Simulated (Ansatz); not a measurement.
Cells of W relaxed with PBEsol (plane waves to 420 eV, PAW, scalar-relativistic; Ansatz, a quantum-chemistry and plane-wave program), each with a space-group label. One label is wrong.

**A**, labelled P6₃/mmc (No. 194)
```yaml
crystal:
  lattice:
    - [-1.57715, 1.57715, 1.57715]
    - [1.57715, -1.57715, 1.57715]
    - [1.57715, 1.57715, -1.57715]
  atoms:
    - { symbol: W, position: [0.00000, 0.00000, 0.00000] }
```

**B**, labelled R-3m (No. 166)
```xyz
1
Lattice="1.4842 0.8569 2.1097 -1.4842 0.8569 2.1097 0.0000 -1.7138 2.1097" Properties=species:S:1:pos:R:3 pbc="T T T"
W      0.0000     0.0000     0.0000
```

**C**, labelled Pm-3n (No. 223)
```
CELL_PARAMETERS angstrom
      5.03303     0.00000     0.00000
      0.00000     5.03303     0.00000
      0.00000     0.00000     5.03303
ATOMIC_POSITIONS crystal
  W  0.00000 0.00000 0.00000
  W  0.50000 0.50000 0.50000
  W  0.00000 0.50000 0.25000
  W  0.00000 0.50000 0.75000
  W  0.25000 0.00000 0.50000
  W  0.75000 0.00000 0.50000
  W  0.50000 0.75000 0.00000
  W  0.50000 0.25000 0.00000
```

**D**, labelled Fm-3m (No. 225)
```
CELL_PARAMETERS angstrom
      0.00000     1.99880     1.99880
      1.99880     0.00000     1.99880
      1.99880     1.99880     0.00000
ATOMIC_POSITIONS crystal
  W  0.00000 0.00000 0.00000
```

Question: Which label is wrong, and what should it be (tolerance 0.01 Å)?

Answer: A: its symmetry is Im-3m (No. 229), cI2, bcc (W type); a = b = c = 3.154 Å, α = β = γ = 90.00°.

Each run could gain symmetry but not lose that of its start, so entries can be saddle points. From databases, or of a type measured for this composition: Im-3m, cI2, bcc (W type); Fm-3m, cF4, fcc (Cu type); Pm-3n, cP8; the others are generated cells (placed on structure types, drawn at random, substituted or restacked) that were not matched to a known phase here.

No spin polarisation in the result.
